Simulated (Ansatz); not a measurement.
Ansatz (a first-principles code) input:

Ansatz 0.2 input:
```yaml
crystal:
  lattice:
    - [7.852537306, 0.0, 0.0]
    - [0.0, 4.4704685407, 0.0]
    - [0.0, 0.0, 7.7360439458]
  atoms:
    - { symbol: Te, position: [0.2499201888, 0.75, 0.08347169] }
    - { symbol: Te, position: [0.7500798112, 0.25, 0.91652831] }
    - { symbol: Te, position: [0.2500798112, 0.25, 0.58347169] }
    - { symbol: Te, position: [0.7499201888, 0.75, 0.41652831] }
    - { symbol: Pb, position: [0.000076499, 0.75, 0.7499400199] }
    - { symbol: Pb, position: [0.999923501, 0.25, 0.2500599801] }
    - { symbol: Pb, position: [0.499923501, 0.25, 0.2499400199] }
    - { symbol: Pb, position: [0.500076499, 0.75, 0.7500599801] }
kpoints:
  mp_grid: { grid: [4, 7, 4] }
  band_path:
    path:
      - [[0.0, 0.0, 0.0], [0.5, 0.0, 0.0], [0.5, 0.5, 0.0], [0.0, 0.5, 0.0], [0.0, 0.0, 0.0], [0.0, 0.0, 0.5], [0.5, 0.0, 0.5], [0.5, 0.5, 0.5], [0.0, 0.5, 0.5], [0.0, 0.0, 0.5]]  # Γ-X-S-Y-Γ-Z-U-R-T-Z
      - [[0.5, 0.0, 0.0], [0.5, 0.0, 0.5]]  # X-U
      - [[0.0, 0.5, 0.0], [0.0, 0.5, 0.5]]  # Y-T
      - [[0.5, 0.5, 0.0], [0.5, 0.5, 0.5]]  # S-R
    npoints: 6
basis: { xc_grid: 2 }
hamiltonian:
  xc: pbesol
  pseudopotentials: { kind: paw }
magnetization: { noncollinear: true, spin_orbit: true }
scf:
  n_extra_bands: 16
  convergence: { dr2_threshold: 0.0000000001 }
  occupations: { method: gaussian, width: 0.05 }
output: { eigenvalues: true }
```

Output (shortened):

```
Pseudopotential: Te, paw_fr, valence charge 16
Pseudopotential: Pb, paw_fr, valence charge 14
Functional definition: PBEsol
non-collinear run that drives no moment, with spin-orbit …
Crystal: 8 atoms, lattice volume = 271.570 Å³
Basis set: ecut = 420 eV, 5285 PW (Γ), exchange–correlation on 108×60×108 points (8 copies of the dense FFT grid, shifted against one another)
Bands: 136, of which v1, the nominal top of the filled ones, is band 120 counted from 1 (119 counted from 0)
Symmetry: 8 space group operations + 8 with time reversal
k-points: 36 of 112
Projection manifold: j_resolved (fully-relativistic pseudo-atomic orbitals)
SCF iter   1: F=—  HF=-74791.026074 eV  |F-HF|=—  |Δ(HF+E_count)|=         —  Δρ=2.34e-2  dr2=4.18e0  dr2_m=0.00e0 (ungated)  ethr=3.10e-3  |M|=0.00e0 ∫|m|=0.00e0 μB  |m|>n=0.0e0 m-floor=0.0e0 τ_xc=0.0e0  β_m=0.30  ⟨swp⟩=7.8  Hψ=12051  notcnv=0  defer=8
preconditioner: auto → Resta (q_TF=auto, 2.381 Å⁻¹)
spin=Noncollinear: Resta preconditioning applied to the charge; magnetization (m_x, m_y, m_z) channels mix plain (no charge-response kernel on spin).
SCF iter   2: F=—  HF=-74790.153628 eV  |F-HF|=—  |Δ(HF+E_count)|=   8.72e-1  Δρ=1.45e-2  dr2=1.58e0  dr2_m=0.00e0 (ungated)  ethr=3.10e-3  |M|=0.00e0 ∫|m|=0.00e0 μB  |m|>n=0.0e0 m-floor=0.0e0 τ_xc=0.0e0  β_m=0.53  ⟨swp⟩=2.6  Hψ=3025  notcnv=0  defer=354
preconditioner: auto → Kerker (q_TF=auto, 2.381 Å⁻¹)
spin=Noncollinear: Kerker preconditioning applied to the charge; magnetization (m_x, m_y, m_z) channels mix plain (no charge-response kernel on spin).
SCF iter   3: F=—  HF=-74789.675777 eV  |F-HF|=—  |Δ(HF+E_count)|=   4.78e-1  Δρ=3.40e-3  dr2=2.46e-2  dr2_m=0.00e0 (ungated)  ethr=1.32e-3  |M|=0.00e0 ∫|m|=0.00e0 μB  |m|>n=0.0e0 m-floor=0.0e0 τ_xc=0.0e0  β_m=0.70  ⟨swp⟩=3.1  Hψ=3205  notcnv=0  defer=354
SCF iter   4: F=—  HF=-74789.680412 eV  |F-HF|=—  |Δ(HF+E_count)|=   4.63e-3  Δρ=1.20e-3  dr2=4.75e-3  dr2_m=0.00e0 (ungated)  ethr=2.05e-5  |M|=0.00e0 ∫|m|=0.00e0 μB  |m|>n=0.0e0 m-floor=0.0e0 τ_xc=0.0e0  β_m=0.83  ⟨swp⟩=3.1  Hψ=5161  notcnv=0  defer=354
SCF iter   5: F=—  HF=-74789.681088 eV  |F-HF|=—  |Δ(HF+E_count)|=   6.76e-4  Δρ=2.33e-4  dr2=3.40e-4  dr2_m=0.00e0 (ungated)  ethr=3.96e-6  |M|=0.00e0 ∫|m|=0.00e0 μB  |m|>n=0.0e0 m-floor=0.0e0 τ_xc=0.0e0  β_m=0.92  ⟨swp⟩=2.0  Hψ=2829  notcnv=0  defer=354
SCF iter   6: F=—  HF=-74789.681181 eV  |F-HF|=—  |Δ(HF+E_count)|=   9.37e-5  Δρ=1.00e-4  dr2=5.80e-5  dr2_m=0.00e0 (ungated)  ethr=2.84e-7  |M|=0.00e0 ∫|m|=0.00e0 μB  |m|>n=0.0e0 m-floor=0.0e0 τ_xc=0.0e0  β_m=0.96  ⟨swp⟩=2.0  Hψ=2799  notcnv=0  defer=354
SCF iter   7: F=—  HF=-74789.681195 eV  |F-HF|=—  |Δ(HF+E_count)|=   1.38e-5  Δρ=3.25e-5  dr2=4.56e-6  dr2_m=0.00e0 (ungated)  ethr=4.83e-8  |M|=0.00e0 ∫|m|=0.00e0 μB  |m|>n=0.0e0 m-floor=0.0e0 τ_xc=0.0e0  β_m=0.98  ⟨swp⟩=2.0  Hψ=2989  notcnv=0  defer=354
SCF iter   8: F=—  HF=-74789.681278 eV  |F-HF|=—  |Δ(HF+E_count)|=   8.31e-5  Δρ=7.67e-6  dr2=3.86e-7  dr2_m=0.00e0 (ungated)  ethr=3.80e-9  |M|=0.00e0 ∫|m|=0.00e0 μB  |m|>n=0.0e0 m-floor=0.0e0 τ_xc=0.0e0  β_m=0.99  ⟨swp⟩=3.0  Hψ=4463  notcnv=0  defer=354
SCF iter  12: F=-74789.681278 eV  HF=-74789.681278 eV  |F-HF|=4.37e-11  |Δ(HF+E_count)|=  4.37e-11  Δρ=1.32e-7  dr2=6.74e-11  dr2_m=0.00e0 (ungated)  ethr=1.00e-12  |M|=0.00e0 ∫|m|=0.00e0 μB  |m|>n=0.0e0 m-floor=0.0e0 τ_xc=0.0e0  ⟨swp⟩=11.0  Hψ=11102  notcnv=0…
SCF 1 converged in 12 iterations: F = -74789.681278 eV  dr2 = 6.74e-11
NSCF: frozen V_eff on 76 k-points
SCF converged after 12 iterations
Magnetization: |M| = 0.0000 μB,  M = (+0.0000, +0.0000, +0.0000) μB
Absolute magnetization: 0.0000 μB (∫|m|)
  site 0: m = (+0.0000, +0.0000, +0.0000) μB, |m| = 0.0000 μB  (R = 1.34 Å)
  site 1: m = (+0.0000, +0.0000, +0.0000) μB, |m| = 0.0000 μB  (R = 1.34 Å)
  site 2: m = (+0.0000, +0.0000, +0.0000) μB, |m| = 0.0000 μB  (R = 1.34 Å)
  site 3: m = (+0.0000, +0.0000, +0.0000) μB, |m| = 0.0000 μB  (R = 1.34 Å)
  site 4: m = (+0.0000, +0.0000, +0.0000) μB, |m| = 0.0000 μB  (R = 1.34 Å)
  site 5: m = (+0.0000, +0.0000, +0.0000) μB, |m| = 0.0000 μB  (R = 1.34 Å)
  site 6: m = (+0.0000, +0.0000, +0.0000) μB, |m| = 0.0000 μB  (R = 1.34 Å)
  site 7: m = (+0.0000, +0.0000, +0.0000) μB, |m| = 0.0000 μB  (R = 1.34 Å)
Free energy (F): -74789.681278 eV
Harris-Foulkes:  -74789.681278 eV  (|F-HF|=4.37e-11)
Internal energy: -74789.680604 eV  (E = F + TS)
E sigma→0 (E₀):  -74789.680941 eV
Entropy (-TS):   -0.000675 eV (-0.084 meV/atom)
Fermi energy:    8.781981 eV
--- Per-component energies (eV) ---
  E_band       = -1287.730623
  E_kinetic    = 1879.280700
  E_local      = -9660.302706  (includes V_loc(G=0)·N_el)
  E_nonlocal   = 181.554315
  E_hartree    = 5059.484357
  E_xc         = -1371.760905
  E_vxc        = -950.076314  (∫ρ·V_xc dr)
  E_paw        = -59523.057796  (= ΣΔE_a)
  E_vpaw       = -2857.154563  (= ΣTr[D̂ρ^β])
  E_aug_tail   = -0.000567  (compensation charges beyond the density's cutoff)
  E_ewald      = -11356.689842
  E_core_change = 1.811840  (= ΣΔE_core)
  E_smearing   = -0.000675  (= −TS)
  E_closure    = 0.000000  (closes the sum)
  Σ components = -74789.681278   (vs F -74789.681278, Δ=0.00e0)
  [band-id]    e_kinetic+e_local+e_nonlocal+2·e_hartree+e_vxc+e_vpaw+e_augmentation_tail = -1287.730421   (vs E_band -1287.730623, Δ=2.01e-4)
--- Band table (eV; the first three rows and the last of 36) ---
  k-point 0: bands = ["-28.6012", "-28.6012", "-28.6010", "-28.6010", "-28.6010", "-28.6010", "-28.6009", "-28.6009", "-28.5846", "-28.5846", "-28.5845", "-28.5845", "-28.5843", "-28.5843", "-28.5842", "-28.5842", "-27.1339", "-27.1339", "-27.1336", …
  k-point 1: bands = ["-28.6012", "-28.6012", "-28.6011", "-28.6011", "-28.6010", "-28.6010", "-28.6009", "-28.6009", "-28.5846", "-28.5846", "-28.5845", "-28.5845", "-28.5843", "-28.5843", "-28.5843", "-28.5843", "-27.1339", "-27.1339", "-27.1337", …
  k-point 2: bands = ["-28.6011", "-28.6011", "-28.6011", "-28.6011", "-28.6009", "-28.6009", "-28.6009", "-28.6009", "-28.5844", "-28.5844", "-28.5844", "-28.5844", "-28.5844", "-28.5844", "-28.5844", "-28.5844", "-27.1338", "-27.1338", "-27.1338", …
  k-point 35: bands = ["-28.6010", "-28.6010", "-28.6010", "-28.6010", "-28.6010", "-28.6010", "-28.6010", "-28.6010", "-28.5843", "-28.5843", "-28.5843", "-28.5843", "-28.5843", "-28.5843", "-28.5843", "-28.5843", "-27.1336", "-27.1336", "-27.1336", …
```

Cost: very roughly 11 core-minutes on shared cores.

Space group P6_3/mmc (NiAs type). The workflow started from a Materials Project entry (that database holds measured and hypothetical structures alike); the Crystallography Open Database copy checked does not list it. It is not the phase usual at ambient conditions (space group No. 225). The PBEsol relaxation kept the symmetry of its start; its stability against distortions is not shown here. Point labels and valley counts follow the cell and symmetry of the run, lower than the named group.

Potentials: the later of the program's two PAW sets.

Ansatz is a plane-wave DFT program.
